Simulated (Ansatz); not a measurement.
# YHg (Pm-3m), a vibration from a frozen displacement

All numbers below come from DFT PBEsol, scalar-relativistic, plane waves, PAW in Ansatz 0.2.0. Cutoff 420 eV, Γ-centred 14×14×14 k-points, Gaussian smearing of 0.15 eV. Spin–orbit coupling is left out, which matters for the heavy elements here. No spin polarisation. Energies are free energies at this smearing, counted from the undisturbed cell; pressure is positive in compression.

Reference structure (as given, not relaxed at this level; it stands at -1.0 GPa, and it needn't be the usual structure):

```
Y Hg
1.0
     3.68200    0.00000    0.00000
     0.00000    3.68200    0.00000
     0.00000    0.00000    3.68200
Y Hg
1 1
Direct
  0.50000 0.50000 0.50000
  0.00000 0.00000 0.00000
```

Every Hg atom is moved by x along the Cartesian unit vector (-1.000, 0.000, 0.000); the cell and all other atoms stay fixed. The cell's volume is 49.92 Å³; the moved atoms weigh 200.592 u together and the others 88.906 u. Some rows repeat others by symmetry and weren't run.

| x (Å) | ΔE (meV/cell) | total force on the moved atoms along the move (eV/Å) | pressure (GPa) |
| --- | --- | --- | --- |
| -0.1000 | 10.76 | 0.2149 | -0.7909 |
| -0.0875 | 8.24 | 0.1882 | -0.8321 |
| -0.0750 | 6.06 | 0.1614 | -0.8679 |
| -0.0625 | 4.21 | 0.1346 | -0.8983 |
| -0.0500 | 2.69 | 0.1077 | -0.9232 |
| -0.0375 | 1.52 | 0.0808 | -0.9426 |
| -0.0250 | 0.67 | 0.0539 | -0.9564 |
| -0.0125 | 0.17 | 0.0269 | -0.9648 |
| 0.0000 | 0.00 | 0.0000 | -0.9675 |
| 0.0125 | 0.17 | -0.0269 | -0.9648 |
| 0.0250 | 0.67 | -0.0539 | -0.9564 |
| 0.0375 | 1.52 | -0.0808 | -0.9426 |
| 0.0500 | 2.69 | -0.1077 | -0.9232 |
| 0.0625 | 4.21 | -0.1346 | -0.8983 |
| 0.0750 | 6.06 | -0.1614 | -0.8679 |
| 0.0875 | 8.24 | -0.1882 | -0.8321 |
| 0.1000 | 10.76 | -0.2149 | -0.7909 |

Q: What frequency belongs to this motion?

A: The force constant is k = −dF/dx = 2.152 eV/Å², from the parabola through x = -0.0125, 0 and 0.0125. In every cell the moved atoms swing against the rest, so the mass is μ = m₁m₂/(m₁ + m₂) = 61.603 u, and ν̃ = 521.5 cm⁻¹ × √(|k|/μ) = 97 cm⁻¹. To first order in x, and within 1 %, the force on every atom lies along the move and, within each of the two groups, in proportion to the atom's mass, so this is itself a mode at the zone centre of this cell.

Q: How far does the harmonic law reach?

A: At x = -0.100 Å, kx²/2 = 10.76 meV against the computed 10.76 meV (+0.0 %): the well is still close to harmonic there.

In a metal these slopes depend on the k mesh and the smearing.